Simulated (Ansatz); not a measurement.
Consider the following.

Zr:
```xyz
2
Lattice="3.1838 0.0000 0.0000 -1.5919 2.7572 0.0000 0.0000 0.0000 5.1186" Properties=species:S:1:pos:R:3 pbc="T T T"
Zr     0.0000     1.8382     3.8389
Zr     1.5919     0.9191     1.2796
```

This is the PBEsol-relaxed structure. Cartesian axes are those of the cell as given.

Q: All from PBEsol in the plane-wave PAW code Ansatz, unless another level is named. Estimate the Poisson's ratio.

A: 0.37.

Q: Predict the elastic constants (relaxed ions, GPa).

A: C11 = 135, C12 = 79.3, C13 = 72.7, C33 = 172, C44 = 22.5.

Space group P6_3/mmc (hcp (Mg type)). Symmetry was held in the PBEsol relaxation. No spin polarisation was allowed. As this level gives no gap, shear constants depend on the k-mesh and smearing (Fermi–Dirac, 0.1 eV here).

Potentials: the earlier of the program's two PAW sets. The files were generated under PBE; for other functionals the program regenerates the frozen cores, and for LDA and PBEsol the local potential too.
